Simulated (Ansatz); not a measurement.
**Phase order of Ir along its cold isotherm**

All-electron LAPW in Ansatz 0.2.0 under LDA, scalar-relativistic, energies extrapolated to zero smearing. Each structure type was compressed from its own relaxed volume, symmetry kept and shape relaxed on PAW files, and E(V) was fitted to energies and pressures; H = E + pV has no temperature or zero-point term. Only these types were tried: fcc (Fm-3m, 17×17×17 mesh, 13.85 Å³/atom at rest); sc (Pm-3m, 15×15×15 mesh, 16.13 Å³/atom at rest); bcc (Im-3m, 20×20×20 mesh, 14.34 Å³/atom at rest); diamond (Fd-3m, 13×13×13 mesh, 20.53 Å³/atom at rest). Spin polarisation is left out. Spin–orbit coupling is left out; Fermi–Dirac smearing is 0.05 to 0.1 eV. Enthalpies carry a few meV/atom of noise from meshes and fits.

Enthalpies against fcc:

```
p (GPa)  fcc (meV/atom)  sc (meV/atom)  bcc (meV/atom)  diamond (meV/atom)
      0               0           1102             696                1228
     37               0           1561             790                2585
     98               0           2148             898                4369
    180               0           2769             999                6337
    370               0           3860            1139                9978
    620               0           4941            1230               13782
    920               0           5975            1272               17558
   1200               0           6793            1275               20606
```

(1) What sequence of phases does this give?

## Answers

(1) Among the types tried, fcc is lowest at zero pressure and stays so up to 1200 GPa.
